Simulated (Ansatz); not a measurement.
CaSnF₆, in the lowest among the structures calculated here: R-3, hexagonal axes (No. 148), hR8; a = 5.6844 Å, b = 5.6844 Å, c = 14.6992 Å, α = 90.00°, β = 90.00°, γ = 120.00°; Ca 3a (0.000, 0.000, 0.000); Sn 3b (0.000, 0.000, 0.500); F 18f (0.089, 0.357, 0.089). Level of theory: r2SCAN (plane waves to 500 eV, PAW, scalar-relativistic; Ansatz, a program for electronic structure). Element references, the lowest calculated here: Sn (Fd-3m), Ca (Fm-3m), F (R-3m, a generated molecular cell); gases are represented by their molecular solids.

Total energies (eV/atom, σ → 0; comparable only within this code, potentials and settings):

```
phase         E (eV/atom)
------------  -----------
CaSnF6 (R-3)    -1591.002
Sn (Fd-3m)      -6038.640
Ca (Fm-3m)      -1821.674
F (R-3m)         -806.898
CaF2 (Fm-3m)    -1149.373
```

Question: What is the formation energy of this R-3 form of CaSnF6 from the elements?

Answer: E_f = -1591.002 − [1 × (-1821.674) + 1 × (-6038.640) + 6 × (-806.898)] / 8 = -3.29 eV/atom (-26.3 eV per formula unit).

Static energies, no anion corrections, no zero-point energy. Values are rounded to 0.01 eV/atom. Spin-orbit coupling is missing from these energies, which matters for elements this heavy. The compounds carry no spin polarisation.
